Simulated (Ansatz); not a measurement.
Input file of a DFT run on LuC with Ansatz:

```yaml
crystal:
  lattice:
    - [0.0, 2.6811032937, 2.6811032937]
    - [2.6811032937, 0.0, 2.6811032937]
    - [2.6811032937, 2.6811032937, 0.0]
  atoms:
    - { symbol: Lu, position: [0.0, 0.0, 0.0] }
    - { symbol: C, position: [0.25, 0.25, 0.25] }
basis:
  ecutwfc: 420
  ecutrho_ratio: 4
kpoints:
  mp_grid: { grid: [12, 12, 12] }
hamiltonian:
  xc: pbesol
scf:
  occupations: { method: gaussian, width: 0.05 }
output:
  forces: true
  stress: true
  eigenvalues: true
```

Launched as:
```sh
ansatz run input.yaml --threads 4 --pin off --max-ram 8192MiB --backend cpu --events-out ev --progress --plain --runs-dir out
```

The structure was built from a prototype; whether the compound forms in it isn't claimed.

Q: Predict the main results.

A: Pressure -7.0 GPa, gap on the mesh zero (metallic) (PBEsol, scalar-relativistic).

The output:

```
Pseudopotentials: kind: paw
Pseudopotential: Lu, paw, valence charge 25, recommended cutoff 420 eV (normal), Lu.paw.azcp
Pseudopotential: C, paw, valence charge 4, recommended cutoff 420 eV (normal), C.paw.azcp
Crystal: 2 atoms, lattice volume = 38.545 Å³
Basis set: ecut = 420 eV, 749 PW (Γ), exchange–correlation on 54×54×54 points (8 copies of the dense FFT grid, shifted against one another)
Bands: 19, of which v1, the nominal top of the filled ones, is band 15 counted from 1 (14 counted from 0)
Symmetry: 24 space group operations
Space group: F-43m (ITA 216), of the structure as read, at distance tolerance 3.4e-5 Å
k-points: 72 of 1728 (time reversal used)
Initial density: superposition of atomic densities (neutral atoms: chi_scale 0, normalization atom), corrected by the library's trained network
Initial wavefunctions: pseudopotential atomic-orbital guess
Functional: x = pbesol(κ = 0.804, μ = 0.12346), c = pbesol(β = 0.046)
```

```
SCF iter   1: F=—  HF=-14857.252734 eV  |F-HF|=—  |Δ(HF+E_count)|=         —  Δρ=1.31e-2  dr2=9.91e-2
SCF iter   2: F=—  HF=-14857.229792 eV  |F-HF|=—  |Δ(HF+E_count)|=   2.29e-2  Δρ=5.57e-3  dr2=1.59e-2
SCF iter   3: F=—  HF=-14857.232613 eV  |F-HF|=—  |Δ(HF+E_count)|=   2.82e-3  Δρ=4.12e-3  dr2=3.29e-3
SCF iter   4: F=—  HF=-14857.226469 eV  |F-HF|=—  |Δ(HF+E_count)|=   6.14e-3  Δρ=2.01e-3  dr2=1.18e-3
SCF iter   5: F=—  HF=-14857.226376 eV  |F-HF|=—  |Δ(HF+E_count)|=   9.30e-5  Δρ=2.84e-4  dr2=2.07e-5
SCF iter   6: F=—  HF=-14857.226395 eV  |F-HF|=—  |Δ(HF+E_count)|=   1.87e-5  Δρ=1.32e-4  dr2=4.40e-6
SCF iter   7: F=—  HF=-14857.226395 eV  |F-HF|=—  |Δ(HF+E_count)|=   4.22e-7  Δρ=3.28e-5  dr2=3.52e-7
SCF iter   8: F=-14857.226395 eV  HF=-14857.226395 eV  |F-HF|=1.30e-8  |Δ(HF+E_count)|=   1.35e-7  Δρ=1.01e-5  dr2=5.11e-8
```

```
SCF 1 converged in 8 iterations: F = -14857.226395 eV  dr2 = 5.11e-8
SCF converged after 8 iterations
Free energy (F): -14857.226395 eV
E sigma→0 (E₀):  -14857.224723 eV
Entropy (-TS):   -0.003344 eV (-1.672 meV/atom)
Fermi energy:    10.134474 eV
--- Per-component energies (eV) ---
  E_band       = -31.734156
  E_kinetic    = 504.265516
  E_local      = -7220.189199  (includes V_loc(G=0)·N_el)
  E_nonlocal   = 607.156106
  E_hartree    = 3023.948747
  E_xc         = -263.280724
  E_vxc        = -315.635169  (∫ρ·V_xc dr)
  E_paw        = -7348.935442  (= ΣΔE_a)
  E_vpaw       = 344.777959  (= ΣTr[D̂ρ^β])
  E_aug_tail   = 0.000050  (compensation charges beyond the density's cutoff)
  E_ewald      = -4161.401374
  E_core_change = 1.213268  (= ΣΔE_core)
  E_smearing   = -0.003344  (= −TS)
--- Forces (eV/Å), atoms counted from 1 ---
  atom   1  Lu     0.00000000     0.00000000     0.00000000
  atom   2  C      0.00000000     0.00000000     0.00000000
--- Stress (GPa, compression-positive) ---
       -7.006340       0.000000       0.000000
        0.000000      -7.006340       0.000000
        0.000000       0.000000      -7.006340
  P = ⅓ Tr σ = -7.0063 GPa (-70.063 kbar)
--- Band table (eV; the first three rows and the last of 72) ---
  k-point 0: bands = ["-44.2033", "-14.8378", "-14.8378", "-14.8378", "0.6994", "6.8699", "6.8699", "6.8699", "6.9055", "6.9738", "6.9738", "6.9738", "9.2680", "9.2680", "9.2680", "13.3807", "15.4282", "15.4282", "19.4470"]
  k-point 1: bands = ["-44.2027", "-14.8563", "-14.8403", "-14.8403", "0.7841", "6.8692", "6.8720", "6.8720", "6.9106", "6.9696", "6.9696", "6.9739", "9.0891", "9.3123", "9.3123", "13.7041", "15.3201", "15.3201", "19.2686"]
  k-point 2: bands = ["-44.2010", "-14.9064", "-14.8473", "-14.8473", "1.0168", "6.8684", "6.8769", "6.8769", "6.9252", "6.9600", "6.9600", "6.9742", "8.7175", "9.4249", "9.4249", "14.4491", "15.1264", "15.1264", "18.8989"]
  k-point 71: bands = ["-44.1912", "-15.0430", "-14.9900", "-14.9351", "2.4229", "6.7895", "6.8921", "6.9305", "6.9415", "6.9465", "6.9474", "6.9904", "8.6274", "9.2162", "10.6868", "12.0517", "14.9243", "16.6271", "17.6518"]
```

Cost: 2.1 s on 4 threads of Arm Neoverse V1, on a shared host, peak memory 0.37 GiB.

Spin–orbit coupling, which matters for such heavy elements, is left out. The cell is a metal with an odd number of electrons, and spin polarisation wasn't tried.
